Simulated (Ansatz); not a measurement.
Ansatz (a first-principles code) input:

Ansatz 0.2 input:
```yaml
crystal:
  lattice:
    - [0.0, 3.1071471206, 3.1071471206]
    - [3.1071471206, 0.0, 3.1071471206]
    - [3.1071471206, 3.1071471206, 0.0]
  atoms:
    - { symbol: Ga, position: [0.0, 0.0, 0.0] }
    - { symbol: Sb, position: [0.25, 0.25, 0.25] }
kpoints:
  mp_grid: { grid: [8, 8, 8] }
  band_path:
    path:
      - [[0.0, 0.0, 0.0], [0.5, 0.0, 0.5], [0.625, 0.25, 0.625]]  # Γ-X-U
      - [[0.375, 0.375, 0.75], [0.0, 0.0, 0.0], [0.5, 0.5, 0.5], [0.5, 0.25, 0.75], [0.5, 0.0, 0.5]]  # K-Γ-L-W-X
    npoints: 12
basis: { xc_grid: 2 }
hamiltonian:
  xc: pbe
  pseudopotentials: { azcp: { folder: ./paw }, kind: paw_fr }
magnetization: { noncollinear: true, spin_orbit: true }
scf:
  n_extra_bands: 12
  convergence: { dr2_threshold: 0.0000000001 }
  occupations: { method: gaussian, width: 0.05 }
output: { eigenvalues: true }
```

Output (shortened):

```
Pseudopotential: Ga, paw, valence charge 13
Pseudopotential: Sb, paw, valence charge 15
Functional definition: PBE
non-collinear run that drives no moment, with spin-orbit …
Crystal: 2 atoms, lattice volume = 59.995 Å³
Basis set: ecut = 420 eV, 1211 PW (Γ), exchange–correlation on 60×60×60 points (8 copies of the dense FFT grid, shifted against one another)
Bands: 40, of which v1, the nominal top of the filled ones, is band 28 counted from 1 (27 counted from 0)
Symmetry: 24 space group operations + 24 with time reversal
k-points: 29 of 512 (time reversal used)
Projection manifold: j_resolved (fully-relativistic pseudo-atomic orbitals)
SCF iter   1: F=—  HF=-10270.463114 eV  |F-HF|=—  |Δ(HF+E_count)|=         —  Δρ=3.08e-2  dr2=3.89e-1  dr2_m=0.00e0 (ungated)  ethr=3.10e-3  |M|=0.00e0 ∫|m|=0.00e0 μB  |m|>n=0.0e0 m-floor=0.0e0 τ_xc=0.0e0  β_m=0.30  ⟨swp⟩=7.8  Hψ=6311  notcnv=0  defer=31
preconditioner: auto → none
SCF iter   2: F=—  HF=-10270.427828 eV  |F-HF|=—  |Δ(HF+E_count)|=   3.53e-2  Δρ=2.04e-2  dr2=1.60e-1  dr2_m=0.00e0 (ungated)  ethr=1.39e-3  |M|=0.00e0 ∫|m|=0.00e0 μB  |m|>n=0.0e0 m-floor=0.0e0 τ_xc=0.0e0  β_m=0.57  ⟨swp⟩=2.0  Hψ=1574  notcnv=0  defer=159
SCF iter   3: F=—  HF=-10270.421319 eV  |F-HF|=—  |Δ(HF+E_count)|=   6.51e-3  Δρ=5.25e-3  dr2=9.41e-3  dr2_m=0.00e0 (ungated)  ethr=5.70e-4  |M|=0.00e0 ∫|m|=0.00e0 μB  |m|>n=0.0e0 m-floor=0.0e0 τ_xc=0.0e0  β_m=0.50  ⟨swp⟩=3.0  Hψ=1737  notcnv=0  defer=160
SCF iter   4: F=—  HF=-10270.417274 eV  |F-HF|=—  |Δ(HF+E_count)|=   4.05e-3  Δρ=1.19e-3  dr2=3.53e-4  dr2_m=0.00e0 (ungated)  ethr=3.36e-5  |M|=0.00e0 ∫|m|=0.00e0 μB  |m|>n=0.0e0 m-floor=0.0e0 τ_xc=0.0e0  β_m=0.58  ⟨swp⟩=2.0  Hψ=1708  notcnv=0  defer=160
SCF iter   5: F=—  HF=-10270.417312 eV  |F-HF|=—  |Δ(HF+E_count)|=   3.78e-5  Δρ=2.65e-4  dr2=1.81e-5  dr2_m=0.00e0 (ungated)  ethr=1.26e-6  |M|=0.00e0 ∫|m|=0.00e0 μB  |m|>n=0.0e0 m-floor=0.0e0 τ_xc=0.0e0  β_m=0.67  ⟨swp⟩=2.2  Hψ=1346  notcnv=0  defer=160
SCF iter   6: F=—  HF=-10270.417327 eV  |F-HF|=—  |Δ(HF+E_count)|=   1.53e-5  Δρ=5.51e-5  dr2=1.12e-6  dr2_m=0.00e0 (ungated)  ethr=6.45e-8  |M|=0.00e0 ∫|m|=0.00e0 μB  |m|>n=0.0e0 m-floor=0.0e0 τ_xc=0.0e0  β_m=0.73  ⟨swp⟩=2.2  Hψ=1362  notcnv=0  defer=160
SCF iter   7: F=—  HF=-10270.417327 eV  |F-HF|=—  |Δ(HF+E_count)|=   9.10e-8  Δρ=1.06e-5  dr2=3.94e-8  dr2_m=0.00e0 (ungated)  ethr=3.99e-9  |M|=0.00e0 ∫|m|=0.00e0 μB  |m|>n=0.0e0 m-floor=0.0e0 τ_xc=0.0e0  β_m=0.78  ⟨swp⟩=2.2  Hψ=1779  notcnv=0  defer=160
SCF iter   8: F=—  HF=-10270.417327 eV  |F-HF|=—  |Δ(HF+E_count)|=   2.22e-8  Δρ=1.52e-6  dr2=1.29e-9  dr2_m=0.00e0 (ungated)  ethr=1.41e-10  |M|=0.00e0 ∫|m|=0.00e0 μB  |m|>n=0.0e0 m-floor=0.0e0 τ_xc=0.0e0  β_m=0.74  ⟨swp⟩=2.0  Hψ=1816  notcnv=0  defer=160
SCF iter   9: F=-10270.417327 eV  HF=-10270.417327 eV  |F-HF|=1.84e-10  |Δ(HF+E_count)|=   1.30e-9  Δρ=3.64e-7  dr2=6.66e-11  dr2_m=0.00e0 (ungated)  ethr=1.00e-12  |M|=0.00e0 ∫|m|=0.00e0 μB  |m|>n=0.0e0 m-floor=0.0e0 τ_xc=0.0e0  ⟨swp⟩=10.0  Hψ=4827  notcnv=0
SCF 1 converged in 9 iterations: F = -10270.417327 eV  dr2 = 6.66e-11
NSCF: frozen V_eff on 74 k-points
SCF converged after 9 iterations
Magnetization: |M| = 0.0000 μB,  M = (+0.0000, +0.0000, +0.0000) μB
Absolute magnetization: 0.0000 μB (∫|m|)
  site 0: m = (+0.0000, +0.0000, +0.0000) μB, |m| = 0.0000 μB  (R = 1.11 Å)
  site 1: m = (+0.0000, +0.0000, +0.0000) μB, |m| = 0.0000 μB  (R = 1.11 Å)
Free energy (F): -10270.417327 eV
Harris-Foulkes:  -10270.417327 eV  (|F-HF|=1.84e-10)
Internal energy: -10270.417213 eV  (E = F + TS)
E sigma→0 (E₀):  -10270.417270 eV
Entropy (-TS):   -0.000115 eV (-0.057 meV/atom)
Fermi energy:    7.444836 eV
--- Per-component energies (eV) ---
  E_band       = -271.530760
  E_kinetic    = 274.110356
  E_local      = -3441.558742  (includes V_loc(G=0)·N_el)
  E_nonlocal   = 297.703872
  E_hartree    = 1754.625650
  E_xc         = -160.986232
  E_vxc        = -145.225289  (∫ρ·V_xc dr)
  E_paw        = -6539.037681  (= ΣΔE_a)
  E_vpaw       = -765.811896  (= ΣTr[D̂ρ^β])
  E_aug_tail   = -0.000081  (compensation charges beyond the density's cutoff)
  E_ewald      = -2455.274355
  E_smearing   = -0.000115  (= −TS)
  E_closure    =  0.000000  (closes the sum)
  Σ components = -10270.417327   (vs F -10270.417327, Δ=0.00e0)
  [band-id]    e_kinetic+e_local+e_nonlocal+2·e_hartree+e_vxc+e_vpaw+e_augmentation_tail = -271.530479   (vs E_band -271.530760, Δ=2.81e-4)
--- Band table (eV; the first three rows and the last of 29) ---
  k-point 0: bands = ["-22.1666", "-22.1666", "-22.1666", "-22.1666", "-20.9344", "-20.9344", "-20.9244", "-20.9244", "-20.9244", "-20.9244", "-7.9553", "-7.9553", "-7.9553", "-7.9553", "-7.5154", "-7.5154", "-7.4868", "-7.4868", "-7.4868", "-7.4868", …
  k-point 1: bands = ["-22.1666", "-22.1665", "-22.1664", "-22.1664", "-20.9341", "-20.9341", "-20.9245", "-20.9245", "-20.9241", "-20.9240", "-7.9565", "-7.9558", "-7.9558", "-7.9535", "-7.5153", "-7.5153", "-7.4883", "-7.4883", "-7.4872", "-7.4842", …
  k-point 2: bands = ["-22.1664", "-22.1663", "-22.1657", "-22.1657", "-20.9334", "-20.9334", "-20.9246", "-20.9246", "-20.9232", "-20.9231", "-7.9572", "-7.9572", "-7.9564", "-7.9523", "-7.5152", "-7.5152", "-7.4920", "-7.4920", "-7.4850", "-7.4807", …
  k-point 28: bands = ["-22.1658", "-22.1651", "-22.1649", "-22.1647", "-20.9325", "-20.9314", "-20.9232", "-20.9231", "-20.9229", "-20.9226", "-7.9758", "-7.9605", "-7.9464", "-7.9421", "-7.5365", "-7.4993", "-7.4957", "-7.4890", "-7.4813", "-7.4783", …
```

Cost: about 24 core-seconds (a rough figure) on shared cores.

Space group F-43m (zinc blende). Symmetry was held in the PBE relaxation.

Potentials: the earlier of the program's two PAW sets.

Ansatz is a plane-wave DFT program.
